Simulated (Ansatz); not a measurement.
**Relaxing a structure of LiNbO₃**

The start is a generated cell, LiNbO3 placed in the 2H-BaNiO3 structure type. Cell shape, volume and atoms are optimised at zero target pressure with PBEsol (plane waves to 420 eV, PAW, scalar-relativistic; Ansatz, a first-principles code). The first steps use a coarse 5×5×5 k-mesh.

Starting cell:
```
LiNbO3
1.0
    5.85148     0.00000     0.00000
   -2.92574     5.06753     0.00000
    0.00000     0.00000     4.99922
Li Nb O
2 2 6
Direct
  0.33333   0.66667   0.75000
  0.66667   0.33333   0.25000
  0.00000   0.00000   0.00000
  0.00000   0.00000   0.50000
  0.14620   0.29240   0.25000
  0.70760   0.85380   0.25000
  0.14620   0.85380   0.25000
  0.85380   0.70760   0.75000
  0.29240   0.14620   0.75000
  0.85380   0.14620   0.75000
```

Task: What pressure does the first self-consistent step give?

Result: +13.8 GPa (positive: the cell is compressed).

Task: What is the largest force in the starting geometry, and on which atom (counted from 1)?

Result: 1.67 eV/Å, on O5, O6, O7, O8, O9, O10 (atoms numbered as listed).

Task: By how much does the energy per atom fall from start to end?

Result: 0.13 eV/atom.

Task: How do the shortest distances between atoms change?

Result: The closest pairs of elements (up to four, under 3.6 Å), start → end: Nb–O 1.94 → 2.00 Å; Nb–Nb 2.50 → 2.68 Å; O–O 2.57 → 2.56 Å; Li–O 2.93 → 2.72 Å.

Task: What band gap does the relaxed structure have at this level?

Result: 1.71 eV, direct at Γ (no spin-orbit coupling).

Task: What does it relax into? Give the structure.

Result: 
```cif
data_Li2Nb2O6
_chemical_formula_sum 'Li2 Nb2 O6'
_space_group_name_H-M_alt 'P63/mmc'
_space_group_IT_number 194
_space_group_name_Hall '-P 6c 2c'
_cell_length_a 5.43696
_cell_length_b 5.43696
_cell_length_c 5.36107
_cell_angle_alpha 90.000
_cell_angle_beta 90.000
_cell_angle_gamma 120.000
loop_
_atom_site_label
_atom_site_type_symbol
_atom_site_symmetry_multiplicity
_atom_site_Wyckoff_symbol
_atom_site_fract_x
_atom_site_fract_y
_atom_site_fract_z
_atom_site_occupancy
Li1 Li 2 d 0.66667 0.33333 0.25000 1
Nb1 Nb 2 a 0.00000 0.00000 0.00000 1
O1 O 6 h 0.15699 0.31399 0.25000 1
```

The space group stays P6₃/mmc (No. 194) (the run could not lower it), with 10 atoms in the primitive cell. Final values are on a 7×7×6 k-mesh of the relaxed cell. No spin polarisation in the result.

The run could not lose the symmetry of its start, so the end can be a saddle point.

The relaxed structure here is a generated cell of LiNbO3: the first start was made by placing the elements on the sites of a structure type, and the end was not matched to a known phase here, so it may be hypothetical. Known forms of LiNbO3 include space group No. 161.
